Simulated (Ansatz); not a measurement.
Here is the system:

GaN:
```
CELL_PARAMETERS angstrom
      5.46815     0.00000     0.00000
      0.00000     5.46815     0.00000
      0.00000     0.00000     3.18251
ATOMIC_POSITIONS crystal
  Ga 0.32086 0.67914 0.00000
  Ga 0.67914 0.32086 0.00000
  Ga 0.82086 0.82086 0.50000
  Ga 0.17914 0.17914 0.50000
  N  0.31717 0.31717 0.00000
  N  0.68283 0.68283 0.00000
  N  0.18283 0.81717 0.50000
  N  0.81717 0.18283 0.50000
```

This is the r²SCAN-relaxed structure.

Task: All from r²SCAN (plane waves, PAW; program Ansatz), unless another level is named. Give the electron effective mass with spin–orbit coupling.

Result: 0.19 mₑ (isotropic).

Task: Next, the hole effective mass?

Result: 0.41, 1.7, 1.8 mₑ (principal values).

Task: Give the HSE06 gap on the r²SCAN cell.

Result: 3.19 eV.

Task: Predict the band gap.

Result: 2.34 eV (smallest direct gap 2.35 eV).

Task: Predict the conduction-band minimum.

Result: at Γ.

Space group P4_2/mnm. The start of the workflow was typed in or built on a structure type; neither database checked (COD, Materials Project) lists it. It is not the phase usual at ambient conditions (space group No. 186, 216). The r²SCAN relaxation kept the symmetry of its start; its stability against distortions is not shown here. Spin–orbit coupling is left out wherever it is not named.

Potentials: the later of the program's two PAW sets.
